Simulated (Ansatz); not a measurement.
The relaxed structure here is a generated cell of Te2Mo: the first start was made by placing the elements on the sites of a structure type, and the end was not matched to a known phase here, so it may be hypothetical. Known forms of Te2Mo include space group No. 194.

A relaxed structure of Te$_{2}$Mo. Space group Pa-3 (No. 205). Calculation: PBEsol (plane waves to 420 eV, PAW, scalar-relativistic; Ansatz, an electronic-structure program).

Space group Pa-3 (No. 205); a = b = c = 6.5996 Å, α = β = γ = 90.00°

| atom | site | symmetry | x | y | z |
|---|---|---|---|---|---|
| Mo | 4a | .-3. | 0.0000 | 0.0000 | 0.0000 |
| Te | 8c | .3. | 0.3642 | 0.3642 | 0.3642 |

```json
{
  "volume_per_atom": "23.95 Å³",
  "band_gap": "zero (metallic)",
  "shortest_distances": "Mo–Te 2.72 Å; Te–Te 3.10 Å",
  "k-mesh": "6×6×6"
}
```

Band energies at high-symmetry points (eV from the Fermi level; labels of this space group; no spin-orbit coupling), from −5 eV up to 3.3 eV:

| point | energies |
|---|---|
| Γ | -4.27 -4.27 -4.27 -4.17 -4.17 -4.17 -3.49 -3.49 -3.16 -3.16 -3.05 -3.05 -3.05 -1.92 -0.98 -0.98 -0.98 -0.83 -0.69 -0.69 -0.69 -0.31 -0.31 -0.14 -0.14 -0.14 0.10 0.64 0.64 0.64 1.78 1.78 1.78 2.17 2.17 2.17 |
| X | -4.78 -4.78 -4.78 -4.78 -3.92 -3.92 -3.63 -3.63 -2.96 -2.96 -2.86 -2.86 -2.45 -2.45 -2.19 -2.19 -1.58 -1.58 -0.97 -0.97 -0.21 -0.21 -0.12 -0.12 -0.04 -0.04 0.26 0.26 0.60 0.60 1.33 1.33 1.59 1.59 2.79 2.79 3.10 3.10 |
| M | -4.25 -4.25 -4.25 -4.25 -3.11 -3.11 -3.11 -3.11 -2.31 -2.31 -2.31 -2.31 -2.09 -2.09 -2.09 -2.09 -0.85 -0.85 -0.85 -0.85 0.01 0.01 0.01 0.01 0.15 0.15 0.15 0.15 1.67 1.67 1.67 1.67 3.05 3.05 3.05 3.05 |
| R | -3.67 -3.67 -3.67 -3.67 -3.54 -3.54 -3.54 -3.54 -1.93 -1.93 -1.93 -1.93 -1.47 -1.47 -1.47 -1.47 -1.32 -1.32 -1.32 -1.32 -0.81 -0.81 -0.81 -0.81 -0.24 -0.24 -0.24 -0.24 2.12 2.12 2.12 2.12 2.77 2.77 2.77 2.77 |
| X1 | -4.78 -4.78 -4.78 -4.78 -3.92 -3.92 -3.63 -3.63 -2.96 -2.96 -2.86 -2.86 -2.45 -2.45 -2.19 -2.19 -1.58 -1.58 -0.97 -0.97 -0.21 -0.21 -0.12 -0.12 -0.04 -0.04 0.26 0.26 0.60 0.60 1.33 1.33 1.59 1.59 2.79 2.79 3.10 3.10 |

No spin polarisation in the result. A magnetic state may lie lower.

The run could not lose the symmetry of its start, so the end can be a saddle point.
